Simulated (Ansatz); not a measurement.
**Data sheet: TiAl (DFT)**

TiAl:
```
TiAl
1.0
    3.12456     0.00000     0.00000
    0.00000     3.12456     0.00000
    0.00000     0.00000     3.12456
Ti Al
1 1
Direct
  0.00000   0.00000   0.00000
  0.50000   0.50000   0.50000
```

Space group Pm-3m (No. 221), CsCl type; conventional cell a = b = c = 3.1246 Å, α = β = γ = 90.00°.

Method: the program Ansatz at the LDA level (PAW). The cell and atoms are relaxed at this level. Other levels are named where they apply.

### Cell and energy

| Property | Value |
|---|---|
| Volume per atom | 15.25 Å³ |
| Density | 4.07 g/cm³ |
| Formation energy from the elements (no fitted shifts) | -0.27 eV/atom |

### Electronic structure

| Item | Result |
|---|---|
| Electronic character | metallic (no gap) |
| Density of states at the Fermi level | 1.3 states/eV per atom (mean over ±0.08 eV) |

### Mechanics

| Quantity | Result |
|---|---|
| Bulk modulus (Birch–Murnaghan fit) | 125 GPa |
| Pressure derivative B′ | 4.0 |
| Elastic constants (relaxed ions, GPa) | C11 = 79.9, C12 = 148, C44 = 77.1 |
| Mechanical stability | unstable (C has a negative eigenvalue) |

### Phonons

| Quantity | Value |
|---|---|
| Highest zone-centre frequency | 328 cm^-1 |
| Zone-centre stability | no imaginary mode at Γ |

The first step of the workflow began from a Materials Project structure, measured or hypothetical; the Crystallography Open Database copy checked does not list it. With Ti and Al taken as one species the cell has the higher symmetry Im-3m, so it may be an ordered model of a mixed-site phase. It is not the phase usual at ambient conditions (space group No. 123). The cell was relaxed with LDA under the symmetry of its start. The run is not spin-polarised. As this level gives no gap, shear constants depend on the k-mesh and smearing (Fermi–Dirac, 0.1 eV here). As this level gives no gap, phonon frequencies hold no LO–TO term and depend on the k-mesh and smearing (Fermi–Dirac, 0.1 eV here). The references are the lowest solids computed at this level, not always the standard phases.

Potentials: the later of the program's two PAW sets.
